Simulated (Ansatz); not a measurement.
WS$_{2}$:
```xyz
3
Lattice="1.5867 0.9161 6.2718 -1.5867 0.9161 6.2718 0.0000 -1.8322 6.2718" Properties=species:S:1:pos:R:3 pbc="T T T"
W      0.0000     0.0000    18.8028
S      0.0000     0.0000    10.9712
S      0.0000     0.0000    14.0903
```

Relaxed with r²SCAN+D4. Independent-particle spectrum: no excitons, no local fields, no scissors shift; 0.1 eV broadening; ε₁ of the summed bands alone.

Task: Tabulate the dielectric function from plane-wave PAW r²SCAN+D4 (Ansatz code).

Result: 

| E (eV) | ε₁ xx | ε₂ xx | ε₁ zz | ε₂ zz |
|---|---|---|---|---|
| 0.0 | 13.23 | 0.00 | 8.09 | 0.00 |
| 0.5 | 13.46 | 0.00 | 8.14 | 0.00 |
| 1.0 | 14.26 | 0.00 | 8.31 | 0.00 |
| 1.5 | 16.15 | 0.00 | 8.62 | 0.00 |
| 2.0 | 21.90 | 5.47 | 9.16 | 0.00 |
| 2.5 | 22.02 | 6.81 | 10.35 | 0.04 |
| 3.0 | 13.17 | 22.93 | 10.79 | 2.02 |
| 3.5 | 5.72 | 17.82 | 10.61 | 3.34 |
| 4.0 | 0.99 | 10.62 | 10.66 | 3.44 |
| 4.5 | 7.49 | 12.49 | 12.22 | 4.83 |
| 5.0 | 2.16 | 14.41 | 12.90 | 5.93 |
| 5.5 | 0.11 | 10.68 | 11.73 | 10.16 |
| 6.0 | -1.58 | 11.26 | 7.76 | 14.87 |
| 6.5 | -0.78 | 7.74 | 5.06 | 17.76 |
| 7.0 | -0.66 | 7.96 | -3.51 | 10.35 |
| 7.5 | -2.03 | 7.04 | -1.45 | 6.25 |
| 8.0 | -3.29 | 6.25 | 2.32 | 5.22 |
| 8.5 | -1.30 | 3.57 | 3.05 | 5.55 |
| 9.0 | -0.15 | 3.83 | 4.23 | 7.84 |
| 9.5 | -0.43 | 3.44 | 2.23 | 11.99 |
| 10.0 | 0.40 | 3.71 | -4.17 | 9.89 |
| 10.5 | -0.36 | 4.95 | -3.75 | 7.67 |
| 11.0 | -1.13 | 4.12 | -3.49 | 5.40 |
| 11.5 | -0.11 | 3.49 | -3.56 | 4.56 |
| 12.0 | -0.60 | 4.33 | -2.98 | 3.34 |

Task: From ε at 3.4 eV (xx: 6.98 + 18.27i), find n, k, the normal reflectivity and the absorption coefficient.

Result: n = 3.64, k = 2.508, R = 48 %, α = 2kE/ħc = 860000 cm⁻¹.

With all bands, ε∞ without local fields is 13.3 (xx = yy), 8.14 (zz).

Space group R3m. The first step of the workflow began from a Materials Project structure, measured or hypothetical; the Crystallography Open Database files this formula in space group No. 160, but the cells were not matched. It is not the phase usual at ambient conditions (space group No. 194). The r²SCAN+D4 relaxation kept the symmetry of its start; its stability against distortions is not shown here. The run is not spin-polarised. Spin–orbit coupling is left out wherever it is not named.

Potentials: the later of the program's two PAW sets.
